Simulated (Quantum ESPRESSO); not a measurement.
## Calculated data, Si$_{3}$Ge$_{3}$PC (made-up cell)

Computed with Quantum ESPRESSO 7.5. Calculation on a made-up crystal cell, not a measurement: periodic Kohn-Sham density functional theory in plane waves with PseudoDojo standard norm-conserving scalar-relativistic pseudopotentials, each functional with its own files (v0.5 for PBE, v0.4.1 for LDA and PBEsol), no spin polarisation, no spin-orbit coupling, atoms not relaxed, stress positive in tension, energies less a fixed whole-eV offset for each atom's element; levels are Kohn-Sham levels at fractions of this cell's reciprocal vectors, counted from the reference band (half the neutral cell's valence electrons, rounded up) at Gamma; error bars cover cutoff and k-mesh only, not smearing or the files; added strain carries the atoms with the cell, and shear is the tensor component; each bar is the largest change over components, and at least 0.002 eV, 0.002 eV per angstrom or 0.02 GPa; energies are for the whole cell, and the offsets were chosen from early runs and are not element reference energies.

## Si$_{3}$Ge$_{3}$PC (made-up cell)

```xyz
8
Lattice="5.6498 0.0000 0.0000 0.0000 5.6498 0.0000 0.0000 0.0000 5.6498" Properties=species:S:1:pos:R:3 Si3Ge3PC
Ge     0.0047     0.0879    -0.0769
Ge    -0.0409     2.7971     2.8711
P      2.8939    -0.0131     2.8999
Ge     2.8668     2.7607     0.0225
C      1.3587     1.4406     1.3565
Si     1.3853     4.2099     4.1966
Si     4.2478     1.3478     4.2539
Si     4.1856     4.2565     1.3470
```

| Quantity | Value |
| --- | --- |
| lattice type | zincblende/diamond |
| functional | pbe |
| cutoff | 1116 eV |
| fermi dirac smearing | 0.1 eV |
| scf tolerance | 1e-07 eV |
| electrons removed | 0 |
| k mesh | 6 x 6 x 6, shifted by half a step |
| stress xy | ? |
| stress yz | ? |
| stress xz | ? |
| pressure | ? |

Atoms:
```tsv
atoms element	atom site	atom energy offset (eV)
Ge	1	-2430
Ge	2	-2430
P	3	-189
Ge	4	-2430
C	5	-163
Si	6	-115
Si	7	-115
Si	8	-115
```

To be estimated
1. What stress xy does the calculation give for Si$_{3}$Ge$_{3}$PC (made-up cell)?
2. Si$_{3}$Ge$_{3}$PC (made-up cell): stress yz?
3. Estimate the stress xz of Si$_{3}$Ge$_{3}$PC (made-up cell).
4. Si$_{3}$Ge$_{3}$PC (made-up cell): pressure?

## Answers
1. 1.202 GPa
2. 0.959 GPa
3. -2.57 GPa
4. -7.789 GPa

Further results for Si$_{3}$Ge$_{3}$PC (made-up cell):

| Quantity | Value |
| --- | --- |
| free energy less offsets | 2.354 eV |
| smearing term minus ts | -0.06488 eV |
| scf iterations | 11 |
| stress xx | 7.687 GPa |
| stress yy | 7.834 GPa |
| stress zz | 7.846 GPa |
| fermi level | 0.5246 eV |
| reference band | 32 |
| error bar energy | 0.006747 eV |
| error bar stress | 0.02 GPa |
| error bar force | 0.01021 eV/Å |
| error bar next band up | 0.002 eV |
| error bar fermi level | 0.01781 eV |
| error bars from | tighter rerun of a related cell |

Forces:
```tsv
site	x (eV/Å)	y (eV/Å)	z (eV/Å)
1	1.449	-0.1845	1.849
2	0.6001	-0.4297	-1.975
3	-0.9685	-0.009158	-1.021
4	-2.007	-0.5439	0.4398
5	-0.07253	0.2486	-0.1302
6	0.9323	0.2349	0.4574
7	-0.6411	0.3616	-0.6151
8	0.7078	0.3222	0.9954
```

Levels:
```tsv
level k point	next band up (eV)
Gamma	0.4831
(1/2,1/2,1/2)	0.2317
(0.15,0,0)	0.7723
(0,0.15,0)	0.7764
(0,0,0.15)	0.8061
```
